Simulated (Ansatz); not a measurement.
Ta₄GaSe₈:
```cif
data_Ga4Se32Ta16
_chemical_formula_sum 'Ta16 Ga4 Se32'
_space_group_name_H-M_alt 'F-43m'
_space_group_IT_number 216
_space_group_name_Hall 'F -4 2 3'
_cell_length_a 10.44079
_cell_length_b 10.44079
_cell_length_c 10.44079
_cell_angle_alpha 90.000
_cell_angle_beta 90.000
_cell_angle_gamma 90.000
loop_
_atom_site_label
_atom_site_type_symbol
_atom_site_symmetry_multiplicity
_atom_site_Wyckoff_symbol
_atom_site_fract_x
_atom_site_fract_y
_atom_site_fract_z
_atom_site_occupancy
Ta1 Ta 16 e 0.89790 0.89790 0.89790 1
Ga1 Ga 4 b 0.50000 0.50000 0.50000 1
Se1 Se 16 e 0.13517 0.13517 0.13517 1
Se2 Se 16 e 0.63478 0.63478 0.63478 1
```
(The calculation used a cell of 13 atoms; values per cell refer to that cell.)

Relaxed with r²SCAN.

**Question.** Tabulate the valence density and the electron localisation function along the shortest Ta–Se contact (2.52 Å), plane-wave PAW r²SCAN (Ansatz code).

**Answer.** 

```
distance from Ta (Å)  density (e/Å³)   ELF
--------------------  --------------  ----
0.25                            4.30  0.27
0.38                            4.72  0.56
0.50                            4.25  0.71
0.63                            3.10  0.71
0.76                            1.88  0.58
0.88                            1.03  0.35
1.01                            0.64  0.21
1.14                            0.52  0.24
1.26                            0.51  0.43
1.39                            0.58  0.63
1.51                            0.70  0.73
1.64                            0.86  0.75
1.77                            1.11  0.72
1.89                            1.87  0.63
2.02                            4.67  0.46
2.15                           13.31  0.26
2.27                           31.15  0.12
```

The density is the valence pseudo-density with augmentation charge, so density and ELF within about 1 Å of a nucleus are not all-electron values.

The first step of the workflow began from a Materials Project structure, measured or hypothetical; the Crystallography Open Database files this formula in space group No. 216, but the cells were not matched. Whether it is the stable phase at ambient conditions was not checked. The cell was relaxed with r²SCAN under the symmetry of its start; whether a distortion lowers the energy is not shown. The run is not spin-polarised. Scalar-relativistic: spin–orbit coupling is off unless named, which matters more the heavier the elements.

Potentials: the earlier of the program's two PAW sets.
